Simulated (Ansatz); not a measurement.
Cl:
```cif
data_Cl
_chemical_formula_sum 'Cl1'
_space_group_name_H-M_alt 'Pm-3m'
_space_group_IT_number 221
_space_group_name_Hall '-P 4 2 3'
_cell_length_a 2.82308
_cell_length_b 2.82308
_cell_length_c 2.82308
_cell_angle_alpha 90.000
_cell_angle_beta 90.000
_cell_angle_gamma 90.000
loop_
_atom_site_label
_atom_site_type_symbol
_atom_site_symmetry_multiplicity
_atom_site_Wyckoff_symbol
_atom_site_fract_x
_atom_site_fract_y
_atom_site_fract_z
_atom_site_occupancy
Cl1 Cl 1 a 0.00000 0.00000 0.00000 1
```

This is the r²SCAN+D4-relaxed structure.

### Question
All from the program Ansatz at the r²SCAN+D4 level (PAW), unless another level is named. Estimate the electronic character.

### Answer
metallic (no gap).

### Question
And the density of states at the Fermi level?

### Answer
1.3 states/eV per atom (mean over ±0.08 eV).

A made-up cell: these elements were put on the sites of a structure type; neither database checked (COD, Materials Project) lists it. It is not the usual solid phase (space group No. 64). Symmetry was held in the r²SCAN+D4 relaxation. At this level the phase is mechanically unstable. The substance is a gas or liquid at ambient conditions. With an odd number of electrons in the cell and no spin polarisation, the count alone makes it a metal.

Potentials: the later of the program's two PAW sets.
